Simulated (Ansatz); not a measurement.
## Two-dimensional Bi2TeSe2, first-principles data

Bi2TeSe2:
```
CELL_PARAMETERS angstrom
      4.22571     0.00000     0.00000
     -2.11285     3.65957     0.00000
      0.00000     0.00000    41.00000
ATOMIC_POSITIONS crystal
  Te 0.00000 0.00000 0.50000
  Bi 0.33333 0.66667 0.55201
  Se 0.33333 0.66667 0.41141
  Bi 0.66667 0.33333 0.44799
  Se 0.66667 0.33333 0.58859
```
Free-standing layer in the xy plane with vacuum along z and no interaction between images.

Method: the program Ansatz at the r²SCAN+D4 level (PAW). Lattice and atoms are relaxed at this level; other levels are named.

**Structure**

```yaml
In-plane lattice: a = 4.226 Å
distance_between_the_outermost_nuclei: 7.26 Å
exfoliation_energy_from_the_relaxed_bulk_parent: 16 meV/Å²
```

**Electronic structure**

```yaml
band_gap: 1.47 eV (indirect)
valence_band_maximum: off the standard path, at k = (-0.086, 0.227, 0.000)
conduction_band_minimum: at Γ
Ionisation potential (Kohn–Sham): 6.17 eV
Electron affinity (Kohn–Sham): 4.70 eV
Electron effective mass, in the valley at Γ: 0.11 mₑ
Hole effective mass, in the valley off the standard path, at k = (-0.086, 0.227, 0.000): 0.83 along x, 0.95 along y (mₑ)
Electron effective mass with spin–orbit coupling, in the valley at Γ: 0.12 mₑ
Hole effective mass with spin–orbit coupling, in the valley at Γ: 0.15 mₑ
Gap with spin–orbit coupling: 0.53 eV
HSE06 gap on the r²SCAN+D4 cell: 1.66 eV
HSE06 gap with spin–orbit coupling on the r²SCAN+D4 cell: 0.60 eV
HSE06 ionisation potential: 6.34 eV
```

**Charges**

```yaml
bader_charges: Te -0.71, Bi +1.02, Se -0.67 e
```

Space group P-3m1. The layer was cut from a bulk entry of the Materials Project (measured or hypothetical); whether that bulk phase is the ambient one, and whether the layer has been isolated, was not checked. The cell was relaxed with r²SCAN+D4 under the symmetry of its start; whether a distortion lowers the energy is not shown. Spin–orbit coupling is left out wherever it is not named.

Potentials: the later of the program's two PAW sets.
